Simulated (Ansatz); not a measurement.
Data:

Zr2SiB2:
Space group P-6m2 (No. 187); a = b = 3.188 Å, c = 7.803 Å, α = β = 90.00°, γ = 120.00°

| atom | site | symmetry | x | y | z |
|---|---|---|---|---|---|
| Zr | 2h | 3m. | 0.3333 | 0.6667 | 0.2796 |
| Si | 1a | -6m2 | 0.0000 | 0.0000 | 0.0000 |
| B | 1b | -6m2 | 0.0000 | 0.0000 | 0.5000 |
| B | 1f | -6m2 | 0.6667 | 0.3333 | 0.5000 |

This is the PBE-relaxed structure.

Task: All from PBE in the plane-wave PAW code Ansatz, unless another level is named. Give the electronic character.

Result: metallic (no gap).

Task: And the density of states at the Fermi level?

Result: 0.25 states/eV per atom (mean over ±0.08 eV).

Task: And the formation energy from the elements (no fitted shifts)?

Result: -0.83 eV/atom.

Task: Give the gap with spin–orbit coupling.

Result: none (metallic).

The start of the workflow was typed in or built on a structure type; neither database checked (COD, Materials Project) lists it. Whether it is the stable phase at ambient conditions was not checked. The PBE relaxation kept the symmetry of its start; whether a distortion lowers the energy is not shown. The run is not spin-polarised. The references are the lowest solids computed at this level, not always the standard phases. Spin–orbit coupling is left out wherever it is not named.

Potentials: the earlier of the program's two PAW sets.
